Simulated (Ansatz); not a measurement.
GaN:
```
GaN
1.0
    3.15182     0.00000     0.00000
   -1.57591     2.72955     0.00000
    0.00000     0.00000     5.13835
Ga N
2 2
Direct
  0.66667   0.33333   0.00082
  0.33333   0.66667   0.50082
  0.66667   0.33333   0.62438
  0.33333   0.66667   0.12438
```

Tensor components refer to the Cartesian frame of this cell.

**Question.** Give the proper piezoelectric stress tensor with relaxed ions from the program Ansatz at the LDA level (PAW).

**Answer.** In C/m², rows x, y, z, Voigt columns; mesh uncertainty up to 0.00.
```
 0.00   0.00   0.00   0.00   0.32   0.00
 0.00   0.00   0.00   0.32   0.00   0.00
 0.47   0.47  -0.82   0.00   0.00   0.00
```

The elastic tensor of the same run (GPa):

```
 367   138   101   0.0   0.0   0.0
 138   367   101   0.0   0.0   0.0
 101   101   409   0.0   0.0   0.0
 0.0   0.0   0.0  96.6   0.0   0.0
 0.0   0.0   0.0   0.0  96.6   0.0
 0.0   0.0   0.0   0.0   0.0   114
```

**Question.** Convert to strain constants d = e·S.

**Answer.** In pC/N:
```
 0.0   0.0   0.0   0.0   3.4   0.0
 0.0   0.0   0.0   3.4   0.0   0.0
 1.5   1.5  -2.7   0.0   0.0   0.0
```

Space group P6_3mc (wurtzite). The cell was relaxed with LDA under the symmetry of its start; phonons on a q-mesh show no instability.

Potentials: the later of the program's two PAW sets.
